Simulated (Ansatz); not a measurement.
All numbers below come from DFT PBE, scalar-relativistic, plane waves, PAW in Ansatz. Settings of the last relaxation (6-atom cell): 420 eV, 10×10×10 k points, Gaussian smearing of 0.10 eV, collinear spin.

The zero of energy is the elements' standard structures at the same level (F₂ as a molecule); no fitted shifts are applied.

Question: Give a relaxed trial structure of a cubic metal with formula CaZrF₄, with a formation energy near −1.52 eV/atom, about 13 Å³ per atom and a net moment near 0.3 μB per atom, in a cell of 6 atoms. Its symmetry should be F-43m (No. 216).

Answer: CaZrF₄, space group F-43m (No. 216). Ca is surrounded by 12 F at 2.79 Å and 4 Zr at 2.91 Å; Zr is surrounded by 12 F at 2.79 Å and 4 Ca at 2.91 Å; F has 6 F at 2.37–2.38 Å, 3 Zr at 2.79 Å and 3 Ca at 2.79 Å.

```xyz
6
Lattice="0.0000 3.3638 3.3638 3.3638 0.0000 3.3638 3.3638 3.3638 0.0000" Properties=species:S:1:pos:R:3 pbc="T T T"
Ca    3.3638    3.3638    3.3638
Zr    1.6819    1.6819    1.6819
F     4.2030    4.2030    5.8884
F     5.8884    5.8884    5.8884
F     5.8884    4.2030    4.2030
F     4.2030    5.8884    4.2030
```

- Volume per atom: 12.69 Å³
- Density: 4.52 g/cm³
- Energy over the elements: −1.52 eV/atom
- Gap on the 10×10×10 mesh of the 6-atom cell: 0 eV (a metal)
- Net moment per atom: 0.33 μB
- Moment by site: Ca 0.2; Zr 1.2 μB

The cell was found from a structure generator's guess, not taken from experiment. Other answers may fit too; this one was computed.

The magnetic state reached may not be the lowest. Symmetry constrained the relaxation, so the result can be a saddle point. Site moments count only spheres around the atoms; the net moment includes the space between them.
